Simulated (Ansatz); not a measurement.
Y2AlSi2:
Space group Immm (No. 71); a = 4.076 Å, b = 5.707 Å, c = 8.754 Å, α = β = γ = 90.00°

```json
[
 {"atom": "Si", "site": "4h", "symmetry": "m2m", "x": "0.0000", "y": "0.2101", "z": "0.5000"},
 {"atom": "Y", "site": "4j", "symmetry": "mm2", "x": "0.0000", "y": "0.5000", "z": "0.2106"},
 {"atom": "Al", "site": "2a", "symmetry": "mmm", "x": "0.0000", "y": "0.0000", "z": "0.0000"}
]
```
(The calculation used a cell of 5 atoms; values per cell refer to that cell.)

Relaxed with r²SCAN.

Tabulate the valence density and the electron localisation function along the shortest Si–Y contact (3.00 Å), plane-wave PAW r²SCAN (Ansatz code).



```csv
distance from Si (Å),density (e/Å³),ELF
0.30,0.12,0.26
0.45,0.22,0.26
0.60,0.33,0.42
0.75,0.39,0.60
0.90,0.38,0.70
1.05,0.32,0.71
1.20,0.26,0.64
1.35,0.22,0.48
1.50,0.19,0.25
1.65,0.19,0.12
1.80,0.25,0.13
1.95,0.44,0.35
2.10,0.88,0.68
2.25,1.66,0.83
2.40,2.67,0.85
2.55,3.49,0.81
2.70,3.66,0.66
```

The density is the valence pseudo-density with augmentation charge, so density and ELF within about 1 Å of a nucleus are not all-electron values.

The workflow started from an entry of the Crystallography Open Database (COD). Whether it is the stable phase at ambient conditions was not checked. The cell was relaxed with r²SCAN under the symmetry of its start; its stability against distortions is not shown here. No spin polarisation was allowed.

Potentials: the later of the program's two PAW sets.
